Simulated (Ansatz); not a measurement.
Mg₂Al₂Se₅:
Space group P-3m1 (No. 164); a = 3.871 Å, b = 3.871 Å, c = 16.082 Å, α = 90.00°, β = 90.00°, γ = 120.00°

```json
[
 {"atom": "Mg", "site": "2d", "symmetry": "3m.", "x": "0.6667", "y": "0.3333", "z": "0.4013"},
 {"atom": "Al", "site": "2d", "symmetry": "3m.", "x": "0.3333", "y": "0.6667", "z": "0.1712"},
 {"atom": "Se", "site": "2d", "symmetry": "3m.", "x": "0.6667", "y": "0.3333", "z": "0.1059"},
 {"atom": "Se", "site": "2d", "symmetry": "3m.", "x": "0.3333", "y": "0.6667", "z": "0.3132"},
 {"atom": "Se", "site": "1b", "symmetry": "-3m.", "x": "0.0000", "y": "0.0000", "z": "0.5000"}
]
```

Relaxed with r²SCAN+D4.

Problem. Which orbitals make up the states near the band edges in DFT-r²SCAN+D4 in the program Ansatz with PAW potentials?

Solution. Top 1 eV of the valence band: Se 4p 96 %. Bottom 1 eV of the conduction band: Al 3p 39 %, Al 3s 20 %, Se 4p 14 %, Se 4s 11 %, outside the projected shells 14 %. Projections are on Löwdin-orthogonalised atomic valence shells; empty p or d shells of many metals are not among them.

Problem. Tabulate the density of states.

Solution. States/eV per cell of 9 atoms, in 0.25 eV bins, energy from the valence-band maximum.

```tsv
E (eV)	total	Se 4p	Al 3p	Al 3s
-7.85	0.00	0.00	0.00	0.00
-7.60	0.00	0.00	0.00	0.00
-7.35	0.00	0.00	0.00	0.00
-7.10	0.00	0.00	0.00	0.00
-6.85	0.00	0.00	0.00	0.00
-6.60	1.37	0.82	0.12	0.38
-6.35	5.01	2.99	0.35	1.48
-6.10	2.42	1.45	0.14	0.68
-5.85	1.75	1.06	0.07	0.47
-5.60	3.03	1.88	0.12	0.66
-5.35	1.58	0.96	0.06	0.34
-5.10	0.84	0.51	0.04	0.16
-4.85	0.57	0.38	0.17	0.01
-4.60	2.51	1.84	0.40	0.03
-4.35	5.43	4.10	0.87	0.07
-4.10	7.10	5.38	0.95	0.10
-3.85	5.51	4.24	0.75	0.08
-3.60	7.92	6.28	0.86	0.08
-3.35	8.01	6.30	1.09	0.07
-3.10	4.34	3.45	0.60	0.04
-2.85	5.78	4.93	0.49	0.07
-2.60	7.80	6.76	0.56	0.06
-2.35	6.81	6.10	0.34	0.02
-2.10	4.94	4.54	0.14	0.01
-1.85	4.85	4.53	0.08	0.01
-1.60	5.26	4.98	0.06	0.01
-1.35	5.27	4.98	0.07	0.02
-1.10	5.57	5.26	0.09	0.03
-0.85	7.82	7.44	0.13	0.03
-0.60	4.51	4.33	0.06	0.01
-0.35	2.79	2.68	0.04	0.00
-0.10	1.20	1.17	0.02	0.00
0.15	0.00	0.00	0.00	0.00
0.40	0.00	0.00	0.00	0.00
0.65	0.00	0.00	0.00	0.00
0.90	0.00	0.00	0.00	0.00
1.15	0.00	0.00	0.00	0.00
1.40	0.00	0.00	0.00	0.00
1.65	0.00	0.00	0.00	0.00
1.90	0.01	0.00	0.00	0.00
2.15	0.62	0.07	0.25	0.12
2.40	1.81	0.24	0.72	0.35
2.65	2.05	0.29	0.78	0.42
2.90	2.97	0.48	0.99	0.66
3.15	3.88	0.72	1.17	0.87
3.40	4.18	0.91	1.26	0.79
3.65	4.81	1.18	1.22	1.06
3.90	4.03	1.05	0.80	1.07
4.15	5.10	1.25	1.25	1.07
4.40	3.82	0.69	1.25	0.38
4.65	2.29	0.30	0.75	0.07
4.90	5.65	0.75	1.91	0.21
5.15	5.14	0.66	1.94	0.18
5.40	4.69	0.53	1.64	0.08
5.65	6.16	0.70	1.83	0.10
5.90	6.63	0.80	2.27	0.08
6.15	6.15	0.70	1.85	0.10
6.40	6.21	0.68	1.44	0.11
6.65	4.85	0.49	0.96	0.08
```

The workflow started from a Materials Project entry (that database holds measured and hypothetical structures alike); the Crystallography Open Database copy checked does not list it. Its standing as an ambient phase is unchecked. The cell was relaxed with r²SCAN+D4 under the symmetry of its start; whether a distortion lowers the energy is not shown. Scalar-relativistic: spin–orbit coupling is off unless named, which matters more the heavier the elements.

Potentials: the later of the program's two PAW sets.
